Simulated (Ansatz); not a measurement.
Bands of Si

```xyz
2
Lattice="0.0000 2.7155 2.7155 2.7155 0.0000 2.7155 2.7155 2.7155 0.0000" Properties=species:S:1:pos:R:3 pbc="T T T"
Si    2.7155    2.7155    2.7155
Si    4.0732    4.0732    4.0732
```

Atom numbers follow the list: Si1, Si2.

The structure is an experimental refinement, used without relaxation.

Computed with Ansatz 0.2.0, DFT, LDA, all-electron LAPW, scalar-relativistic.

Sampling and basis: a Γ-centred 11×11×11 k mesh, Fermi–Dirac smearing of 0.08 eV, basis error target 0.25 meV/atom, no spin polarisation.

Points in fractions of the reciprocal vectors of this cell: Γ (0, 0, 0), X (0.5, 0, 0.5), U (0.625, 0.25, 0.625), K (0.375, 0.375, 0.75), L (0.5, 0.5, 0.5), W (0.5, 0.25, 0.75). The path joins them by straight lines in the order Γ–X–U–K–Γ–L–W–X; legs that retrace an earlier one aren't tabulated. Energies are in eV from the top of the valence band.

(1) Is there a gap, and where are the band edges?

(2) List the levels between -5 and 2.5 eV at the symmetry points.

Answers

(1) 0.47 eV, indirect from Γ to the line Γ–X (0.5, 0, 0.5).

(2) 
Γ: 0.00 (×3)
X: -2.85 (×2), 0.61 (×2)
U: -4.33, -2.42, 1.11
K: -4.33, -2.42, 1.11
L: -1.20 (×2), 1.42
W: -3.88 (×2)
